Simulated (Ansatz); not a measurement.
B4C:
Space group Cm (No. 8); a = 8.743 Å, b = 5.580 Å, c = 5.028 Å, α = 90.00°, β = 118.74°, γ = 90.00°

| atom | site | symmetry | x | y | z |
|---|---|---|---|---|---|
| B | 2a | m | 0.0083 | 0.5000 | 0.1616 |
| B | 4b | 1 | 0.3371 | 0.1609 | 0.5160 |
| B | 4b | 1 | 0.1684 | 0.3375 | 0.4946 |
| B | 2a | m | 0.1929 | 0.5000 | 0.8192 |
| B | 2a | m | 0.3104 | 0.0000 | 0.1881 |
| B | 4b | 1 | 0.4426 | 0.2545 | 0.3049 |
| B | 4b | 1 | 0.0607 | 0.2432 | 0.7012 |
| B | 2a | m | 0.4996 | 0.5000 | 0.0121 |
| C | 2a | m | 0.4967 | 0.0000 | 0.8244 |
| C | 2a | m | 0.3744 | 0.5000 | 0.1187 |
| C | 2a | m | 0.1215 | 0.0000 | 0.8964 |
(The calculation used a cell of 15 atoms; values per cell refer to that cell.)

Relaxed with PBEsol. PBEsol in the plane-wave PAW code Ansatz gives a gap of 2.82 eV.

### Question
What gap does HSE06 give on the same cell (Ansatz, PAW)?

### Answer
3.75 eV, 0.93 eV more. The hybrid was solved on a coarser mesh and at special points; its gap is the smallest among all of these.

```csv
k,v1 PBEsol,c1 PBEsol,v1 HSE06,c1 HSE06
Γ,-0.19,4.95,___,___
Y2,0.00,3.23,0.00,4.12
A,-0.19,2.82,-0.39,3.75
M2,-0.48,2.88,___,___
V2,-0.64,2.85,-0.87,3.77
L2,-0.31,3.22,-0.39,4.09
C,-0.42,3.33,___,___
D,-0.87,3.46,___,___
```

### Question
Top valence (v1) and lowest conduction level (c1) in eV from each method's valence maximum (which need not be a listed point): supply the withheld HSE06 values.

### Answer

- M2, v1 HSE06: -0.52
- M2, c1 HSE06: 3.83
- D, v1 HSE06: -1.00
- D, c1 HSE06: 4.40
- Γ, v1 HSE06: -0.37
- Γ, c1 HSE06: 6.08
- C, v1 HSE06: -0.47
- C, c1 HSE06: 4.24

Cost on shared cores: the PBEsol run (SCF on a 6×6×6 mesh, then bands and DOS) roughly 5 core-minutes, the HSE06 run (SCF on 4×4×4, then a few points) about 8 core-minutes (a rough figure); the tasks are unlike.

The first step of the workflow began from a Materials Project structure, measured or hypothetical; the Crystallography Open Database copy checked does not list it. Whether it is the stable phase at ambient conditions was not checked. The PBEsol relaxation kept the symmetry of its start; phonons on a q-mesh show no instability.

Potentials: the later of the program's two PAW sets.
